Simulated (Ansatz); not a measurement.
ZrBrN:
Space group Pmmn, origin choice 1 (No. 59); a = 3.614 Å, b = 4.104 Å, c = 8.833 Å, α = 90.00°, β = 90.00°, γ = 90.00°

| atom | site | symmetry | x | y | z |
|---|---|---|---|---|---|
| Zr | 2b | mm2 | 0.0000 | 0.5000 | 0.1001 |
| Br | 2a | mm2 | 0.0000 | 0.0000 | 0.6635 |
| N | 2a | mm2 | 0.0000 | 0.0000 | 0.0312 |

Relaxed with r²SCAN+D4. 

Problem. HSE06 on this cell (Ansatz, an electronic-structure program, PAW) gives a gap of 2.88 eV. What does r²SCAN+D4 give?

Solution. 2.22 eV.

Cost on shared cores: the r²SCAN+D4 run (SCF on a 8×7×3 mesh, then bands and DOS) roughly 2.1 core-minutes, the HSE06 run (SCF on 5×4×2, then a few points) around 2.7 core-minutes (rough); the tasks are unlike.

The first step of the workflow began from a Materials Project structure, measured or hypothetical; the Crystallography Open Database files this formula in space group No. 59, but the cells were not matched. Whether it is the stable phase at ambient conditions was not checked. The r²SCAN+D4 relaxation kept the symmetry of its start; its stability against distortions is not shown here. The run is not spin-polarised. Scalar-relativistic: spin–orbit coupling is off unless named, which matters more the heavier the elements.

Potentials: the later of the program's two PAW sets.

Ansatz is a plane-wave DFT program.
